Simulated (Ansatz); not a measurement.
**Sb2Pt — ¹²¹Sb nuclear quadrupole resonance**

Cell: an entry of the Crystallography Open Database (COD) whose atoms were relaxed with PBE, the cell held.

Space group Pa-3 (No. 205); a = 6.4200 Å.

| site | Wyckoff | site symmetry | x | y | z |
| --- | --- | --- | --- | --- | --- |
| Sb | 8c | .3. | 0.3744 | 0.3744 | 0.3744 |
| Pt | 4a | .-3. | 0.0000 | 0.0000 | 0.0000 |

One atom of each set is listed.

Level of theory: DFT, r2SCAN, plane waves and PAW, scalar-relativistic, 500 eV cutoff, Γ-centred 5×5×5 k-points, Fermi–Dirac smearing 0.05 eV (Ansatz 0.2.0).

¹²¹Sb: I = 5/2, Q = -543.0 mb (year-2017 value). Static lattice, zero field.

Question: The simulated lines lie at 13.3, 26.6 MHz. What are |C_Q|, η and |V_zz| at Sb?

Answer: For I = 5/2 and η = 0 the lines are 3|C_Q|/20 and twice that; η pulls their ratio below 2. Here |C_Q| = 88.6 MHz, η = 0.00 and |V_zz| = 6.75 × 10²¹ V/m². The calculation gives V_zz positive; the lines don't show the sign. The site has 3 Pt at 2.66 Å, 1 Sb at 2.79 Å.

An axis of threefold or higher order runs through Sb, so V_zz lies along it and η is zero.

At this cell the principal stresses reach 5 GPa in size with r2SCAN, which can matter for small gradients. With no gap above 0.1 eV, as in a metal, the gradients converge slowly in k; expect changes of a tenth or more on a denser mesh. Without spin–orbit coupling the gradients at and beside Pt can be off by some per cent, at some sites by more. With these PAW files V_zz is typically within 2 to 3 % of all-electron values, but misses above 10 % occur on Sb.
